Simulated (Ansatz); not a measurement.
Given:

AlPt:
```
AlPt
1.0
    0.00000     2.54033     2.54033
    2.54033     0.00000     2.54033
    2.54033     2.54033     0.00000
Pt Al
1 1
Direct
  0.00000   0.00000   0.00000
  0.50000   0.50000   0.50000
```

This is the PBEsol-relaxed structure.

Question: All from the program Ansatz at the PBEsol level (PAW), unless another level is named. Estimate the highest zone-centre frequency.

Answer: 223 cm^-1.

Question: And the bulk modulus (Birch–Murnaghan fit)?

Answer: 148 GPa.

Space group Fm-3m (rock salt). The start of the workflow was typed in or built on a structure type; neither database checked (COD, Materials Project) lists it. Whether it is the stable phase at ambient conditions was not checked. Symmetry was held in the PBEsol relaxation; whether a distortion lowers the energy is not shown. No spin polarisation was allowed. As this level gives no gap, phonon frequencies hold no LO–TO term and depend on the k-mesh and smearing (Fermi–Dirac, 0.1 eV here). Spin–orbit coupling is left out wherever it is not named.

Potentials: the earlier of the program's two PAW sets. The files were generated under PBE; for other functionals the program regenerates the frozen cores, and for LDA and PBEsol the local potential too.
